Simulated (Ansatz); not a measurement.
## TiO₂: field gradients at two levels of theory

Cell: an entry of the Crystallography Open Database (COD), ions relaxed with PBE at fixed cell.

Space group Pbca (No. 61); a = 5.1450, b = 9.1850, c = 5.4470 Å.

```csv
site,Wyckoff,site symmetry,x,y,z
Ti,8c,1,0.1386,0.1290,0.9056
O9,8c,1,0.4646,0.2299,0.8912
O17,8c,1,0.8160,0.0098,0.8506
```

One atom of each set is listed.

First run. Level of theory: DFT, PBE, plane waves and PAW, scalar-relativistic, 420 eV cutoff, Γ-centred 5×3×5 k-points, Fermi–Dirac smearing 0.02 eV (Ansatz 0.2.0).

| site | V_zz (10²¹ V/m²) | η |
| --- | --- | --- |
| Ti | 1.96 | 0.85 |
| O9 | -2.39 | 0.84 |
| O17 | 1.99 | 0.86 |

Second run. The same atoms and settings, except that the functional is r2SCAN and the cutoff is 500 eV.

Question: Given the first result, estimate the second.

Answer: 

```csv
site,V_zz,η,change of V_zz
Ti,1.93,0.85,-0.03
O9,-2.55,0.76,-0.16
O17,2.13,0.96,+0.14
```

The largest change of V_zz is on O9, from -2.39 to -2.55. In per cent, |V_zz| changes by -2 on Ti, +7 on O (all sites that start above 0.5).

For the first run: At this cell the principal stresses reach 5 GPa in size with PBE, which can matter for small gradients.
